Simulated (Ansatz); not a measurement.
# EuAl3Ag2: Mg on an Al site

All numbers are calculated (PBEsol, collinear spin, no spin-orbit coupling; Ansatz, PAW set soft_2, 420 eV, k-mesh 3×3×3), not measured.

The relaxed host crystal (no gap at this level of theory):

```yaml
crystal:
  lattice:
    - [5.51425, 0.00000, 0.00000]
    - [-2.75713, 4.77548, 0.00000]
    - [0.00000, 0.00000, 4.35605]
  atoms:
    - { symbol: Ag, position: [0.33333, 0.66667, 0.00000] }
    - { symbol: Ag, position: [0.66667, 0.33333, 0.00000] }
    - { symbol: Al, position: [0.50000, 0.00000, 0.50000] }
    - { symbol: Al, position: [0.00000, 0.50000, 0.50000] }
    - { symbol: Al, position: [0.50000, 0.50000, 0.50000] }
    - { symbol: Eu, position: [0.00000, 0.00000, 0.00000] }
```

Supercell of 18 atoms, rows of the matrix [[1,0,1],[0,1,1],[-1,-1,1]] times the cell vectors; Mg on an Al site at (0.500, 0.000, 0.500) in fractions of the cell above. Atoms are relaxed at the host's cell. The cell loses 1 of its 9 Al, so this is a heavily doped crystal.

Q: How does the lattice relax around the defect?

A: Distances from the Mg atom (Å), by shell of the perfect crystal:

| shell | perfect crystal | relaxed, charge 0 |
| --- | --- | --- |
| 4 Ag | 2.70 | 2.73 |
| 4 Al | 2.76 | 2.79 |

| charge | moment of the cell (μB) | moment on Mg (μB) | gap of the cell on the mesh (eV) |
| --- | --- | --- | --- |
| 0 | 20.75 | 0.01 | 0.00 |

Formation energy of the neutral defect: 0.33 eV, taking atoms from and to the elements' standard states (no corrections for gases), so it belongs to those chemical potentials alone.

Caveats: 4f shell without a U, which puts 4f levels too near the Fermi level; open f or d shells may hold a state above the lowest; small supercell, so energies and levels can be off by tenths of an eV; the atoms kept the symmetry of the start, so a distorted state could lie lower.
